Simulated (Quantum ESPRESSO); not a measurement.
Ir6SnTa, input and log of a self-consistent run

A calculation, not a measurement. The program is pw.x of Quantum ESPRESSO 7.5 (plane-wave density functional theory). The cell is made up: eight metal atoms on a face-centred cubic lattice, with elements, volume, strain and displacements drawn at random and not relaxed, so it may be unstable or far from any real phase. PseudoDojo standard norm-conserving files set the functional (PBE unless stated); there is no spin polarisation or spin-orbit coupling, the Fermi-Dirac width of 0.25 eV means electrons at about 2900 K, and the masses in the input are unused placeholders. The tin pseudopotential is less sure than most, with forces differing by about three percent from a second method on plain tin. Heavy elements are run without spin-orbit coupling, which real alloys of them have. A spin test at this wide smearing found no moment, but such smearing suppresses magnetism that the real alloy may have.

Input:

```
&control calculation='scf', pseudo_dir='./dojo.nc.sr.pbe.v0_5.standard.upf', outdir='./o', disk_io='minimal', tprnfor=.true., tstress=.true. /
&system ibrav=0, nat=8, ntyp=3, nbnd=82, ecutwfc=72.02867146, nosym=.true., tot_charge=0,
 occupations='smearing', smearing='fd', degauss=0.0183746611
/
&electrons conv_thr=1.470e-08, electron_maxstep=70, mixing_beta=0.5 /
ATOMIC_SPECIES
Ir 1.0 Ir.upf
Sn 1.0 Sn.upf
Ta 1.0 Ta.upf
CELL_PARAMETERS angstrom
-3.8953 0.0143 -0.0346
0.0489 -3.9672 3.9175
-0.0041 5.8982 1.9062
ATOMIC_POSITIONS angstrom
Ir -0.1209 -0.0103 -0.0368
Ir -0.1878 1.9515 1.9172
Ir 0.0995 -1.9384 1.9579
Ir 0.0825 -0.1047 3.9077
Ir -2.0722 3.897 1.8401
Sn -1.9924 0.0408 2.0021
Ta -1.937 1.929 3.9043
Ir -1.9648 -1.9352 3.821
K_POINTS automatic
6 5 4 1 1 1
```

The log is shortened where brackets say so; the opening notice, blank lines, dates and the lines on written files are dropped, and the path of the files is cut. It prints rydbergs, bohrs and kilobars, and counts compression as positive stress. Its total energy is the free energy E - TS of the whole cell.

```
     Program PWSCF v.7.5
     Parallel version (MPI & OpenMP), running on       4 processor cores
     Number of MPI processes:                 4
     Threads/MPI process:                     1
     [start-up lines left out]
     bravais-lattice index     =            0
     lattice parameter (alat)  =       7.3614  a.u.
     unit-cell volume          =     806.1016 (a.u.)^3
     number of atoms/cell      =            8
     number of atomic types    =            3
     number of electrons       =       129.00
     number of Kohn-Sham states=           82
     kinetic-energy cutoff     =      72.0287  Ry
     charge density cutoff     =     288.1147  Ry
     scf convergence threshold =      1.5E-08
     mixing beta               =       0.5000
     number of iterations used =            8  plain     mixing
     Exchange-correlation= PBE
                           (   1   4   3   4   0   0   0)
     [axes and pseudopotential details left out]
   Cartesian axes
     site n.     atom                  positions (alat units)
         1        Ir     tau(   1) = (  -0.0310360  -0.0026441  -0.0094468  )
         2        Ir     tau(   2) = (  -0.0482097   0.5009652   0.4921602  )
         3        Ir     tau(   3) = (   0.0255424  -0.4976024   0.5026082  )
         4        Ir     tau(   4) = (   0.0211784  -0.0268773   1.0031370  )
         5        Ir     tau(   5) = (  -0.5319499   1.0003902   0.4723680  )
         6        Sn     tau(   6) = (  -0.5114646   0.0104737   0.5139546  )
         7        Ta     tau(   7) = (  -0.4972430   0.4951893   1.0022642  )
         8        Ir     tau(   8) = (  -0.5043794  -0.4967809   0.9808804  )
     number of k points=    60  Fermi-Dirac smearing, width (Ry)=  0.0184
                       cart. coord. in units 2pi/alat
        k(    1) = (  -0.0844304   0.0376864   0.1386563), wk =   0.0333333
        k(    2) = (  -0.0850928   0.1620833   0.2646397), wk =   0.0333333
     [further k points left out]
     Dense  grid:    66595 G-vectors     FFT dimensions: (  40,  60,  64)
     Estimated max dynamical RAM per process >     292.60 MB
     Estimated total dynamical RAM >       1.10 GB
     Initial potential from superposition of free atoms
     starting charge     128.9966, renormalised to     129.0000
     Starting wfcs are   79 randomized atomic wfcs +    3 random wfcs
     total cpu time spent up to now is        8.1 secs
     per-process dynamical memory:   240.2 Mb
     Self-consistent Calculation
     iteration #  1     ecut=    72.03 Ry     beta= 0.50
     Davidson diagonalization with overlap
     ethr =  1.00E-02,  avg # of iterations =  3.0
     Threshold (ethr) on eigenvalues was too large:
     Diagonalizing with lowered threshold
     Davidson diagonalization with overlap
     ethr =  1.48E-04,  avg # of iterations =  2.1
     total cpu time spent up to now is       48.5 secs
     total energy              =   -1669.81575752 Ry
     estimated scf accuracy    <       0.19936331 Ry
     iteration #  2     ecut=    72.03 Ry     beta= 0.50
     Davidson diagonalization with overlap
     ethr =  1.55E-04,  avg # of iterations =  2.1
     total cpu time spent up to now is       70.0 secs
     total energy              =   -1669.80062727 Ry
     estimated scf accuracy    <       0.20719382 Ry
     iteration #  3     ecut=    72.03 Ry     beta= 0.50
     Davidson diagonalization with overlap
     ethr =  1.55E-04,  avg # of iterations =  2.0
     total cpu time spent up to now is       89.7 secs
     total energy              =   -1669.81964261 Ry
     estimated scf accuracy    <       0.32464959 Ry
     iteration #  4     ecut=    72.03 Ry     beta= 0.50
     Davidson diagonalization with overlap
     ethr =  1.55E-04,  avg # of iterations =  1.9
     total cpu time spent up to now is      109.6 secs
     total energy              =   -1669.85160639 Ry
     estimated scf accuracy    <       0.02713704 Ry
     iteration #  5     ecut=    72.03 Ry     beta= 0.50
     Davidson diagonalization with overlap
     ethr =  2.10E-05,  avg # of iterations =  2.1
     total cpu time spent up to now is      128.5 secs
     total energy              =   -1669.85503084 Ry
     estimated scf accuracy    <       0.00902445 Ry
     [iterations 6 to 10 left out]
     iteration # 11     ecut=    72.03 Ry     beta= 0.50
     Davidson diagonalization with overlap
     ethr =  1.19E-09,  avg # of iterations =  4.9
     total cpu time spent up to now is      245.5 secs
     total energy              =   -1669.85640607 Ry
     estimated scf accuracy    <       0.00000499 Ry
     iteration # 12     ecut=    72.03 Ry     beta= 0.50
     Davidson diagonalization with overlap
     ethr =  1.19E-09,  avg # of iterations =  2.0
     total cpu time spent up to now is      263.0 secs
     total energy              =   -1669.85640665 Ry
     estimated scf accuracy    <       0.00000012 Ry
     iteration # 13     ecut=    72.03 Ry     beta= 0.50
     Davidson diagonalization with overlap
     ethr =  9.54E-11,  avg # of iterations =  2.0
     total cpu time spent up to now is      281.1 secs
     total energy              =   -1669.85640665 Ry
     estimated scf accuracy    <       0.00000012 Ry
     iteration # 14     ecut=    72.03 Ry     beta= 0.50
     Davidson diagonalization with overlap
     ethr =  9.50E-11,  avg # of iterations =  1.3
     total cpu time spent up to now is      298.5 secs
     total energy              =   -1669.85640666 Ry
     estimated scf accuracy    <       0.00000005 Ry
     iteration # 15     ecut=    72.03 Ry     beta= 0.50
     Davidson diagonalization with overlap
     ethr =  4.13E-11,  avg # of iterations =  1.7
     total cpu time spent up to now is      315.8 secs
     End of self-consistent calculation
     [lines on levels left out]
!    total energy              =   -1669.85640666 Ry
     estimated scf accuracy    <          6.5E-09 Ry
     smearing contrib. (-TS)   =      -0.08384847 Ry
     internal energy E=F+TS    =   -1669.77255820 Ry
     The total energy is F=E-TS. E is the sum of the following terms:
     one-electron contribution =    -269.37520990 Ry
     hartree contribution      =     228.92322303 Ry
     xc contribution           =    -336.70486783 Ry
     ewald contribution        =   -1292.61570350 Ry
     convergence has been achieved in  15 iterations
     Forces acting on atoms (cartesian axes, Ry/au):
     atom    1 type  1   force =     0.01943374    0.00303321   -0.02257408
     atom    2 type  1   force =     0.04510497    0.04623812   -0.00233293
     atom    3 type  1   force =    -0.06362444   -0.07956045   -0.02039007
     atom    4 type  1   force =    -0.06153865    0.03992324    0.05707860
     atom    5 type  1   force =     0.04419655    0.00405426    0.01223743
     atom    6 type  2   force =     0.01271163   -0.03755579   -0.09850525
     atom    7 type  3   force =    -0.01763895    0.08769502    0.05828313
     atom    8 type  1   force =     0.02135514   -0.06382761    0.01620317
     Total force =     0.232578     Total SCF correction =     0.000405
     Computing stress (Cartesian axis) and pressure
          total   stress  (Ry/bohr**3)                   (kbar)     P=      157.91
   0.00096786  -0.00000356  -0.00002626          142.38       -0.52       -3.86
  -0.00000356   0.00094784   0.00022755           -0.52      139.43       33.47
  -0.00002626   0.00022755   0.00130457           -3.86       33.47      191.91
     init_run     :      7.42s CPU      7.88s WALL (       1 calls)
     electrons    :    297.68s CPU    307.63s WALL (       1 calls)
     forces       :      3.82s CPU      3.85s WALL (       1 calls)
     stress       :     13.21s CPU     13.24s WALL (       1 calls)
     [timing details left out]
     PWSCF        :   5m22.39s CPU   5m32.98s WALL
     JOB DONE.
```

In other units: free energy -22719.554 eV for the cell, pressure 15.79 GPa, largest force component 2.533 eV/Å in size. The run took 335 s of wall time with four MPI processes on a shared machine (AMD EPYC, older, virtual cores), so the time is rough. A rerun of this cell at a higher cutoff and on a denser mesh moved values by no more than 0.003 eV in energy, 0.02 GPa in stress and 0.006 eV/Å in force, and a second program with other atomic files agreed on that cell to 2 % rms in force and 0.5 GPa in pressure.